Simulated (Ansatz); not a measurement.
Here is the system:

CdBr$_{2}$:
Space group R-3m, hexagonal axes (No. 166); a = b = 3.9965 Å, c = 19.0818 Å, α = β = 90.00°, γ = 120.00°

| atom | site | symmetry | x | y | z |
|---|---|---|---|---|---|
| Cd | 3a | -3m | 0.0000 | 0.0000 | 0.0000 |
| Br | 6c | 3m | 0.0000 | 0.0000 | 0.2515 |
(The calculation used a cell of 3 atoms; values per cell refer to that cell.)

This is the r²SCAN+D4-relaxed structure.

All from r²SCAN+D4 in the plane-wave PAW code Ansatz, unless another level is named. Give the electron effective mass with spin–orbit coupling.

0.29, 0.29, 0.31 mₑ (principal values).

And the HSE06 gap on the r²SCAN+D4 cell?

4.03 eV.

Predict the weight of the valence-edge state by species (Voronoi cells).

Br 93 %, Cd 7 %.

The workflow started from a Materials Project entry (that database holds measured and hypothetical structures alike); the Crystallography Open Database files this formula in space group No. 166, but the cells were not matched. Whether it is the stable phase at ambient conditions was not checked. Symmetry was held in the r²SCAN+D4 relaxation; whether a distortion lowers the energy is not shown. Spin–orbit coupling is left out wherever it is not named.

Potentials: the later of the program's two PAW sets.
